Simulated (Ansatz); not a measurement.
# ScPd: energy along a strain

ScPd, Pm-3m, a = 3.283 Å (as given, not relaxed at this level: -1.8 GPa). The structure is a COD entry; whether it is the stable form wasn't checked. Ansatz: PBEsol, PAW, 420 eV, Γ-centred 14×14×14 mesh on 2 atoms, Gaussian smearing 0.15 eV; no spin polarisation. Cell vectors (Å): 3.283 0.000 0.000; 0.000 3.283 0.000; 0.000 0.000 3.283. The cell is strained by x per cent times the pattern (0 0 0 0 1 0) in the order xx yy zz yz xz xy (engineering shears), with fractional coordinates held. y is the free energy over the start, V0 = 17.692 Å³/atom. Symmetry makes y even in x.

| x (%) | y (meV/atom) |
| --- | --- |
| -6.00 | ? |
| -3.00 | 2.28 |
| 0.00 | 0.00 |
| 1.50 | 0.57 |
| 2.25 | 1.28 |
| 3.75 | 3.57 |
| 4.50 | 5.15 |
| 5.25 | 7.01 |

Problem. Fit y = c2 x² + c4 x⁴ to the other rows, get the stiffness along the pattern, and predict the missing energy.

Solution. Least squares on the rows shown. y = 0.2532 x² + 4.300×10⁻⁵ x⁴. The clamped-ion stiffness p·C·p = 2 × 2.532 eV × 160.2 / 17.692 Å³ = 46 GPa, which is C55 in these axes (C44 of the cubic crystal) (second derivative at the start, which stands under stress). At x = -6.00 the fit asked for gives 9.17 meV/atom. The run gave 9.15 meV/atom, so the fit is 0.02 meV/atom too high, a small miss on the scale of the series.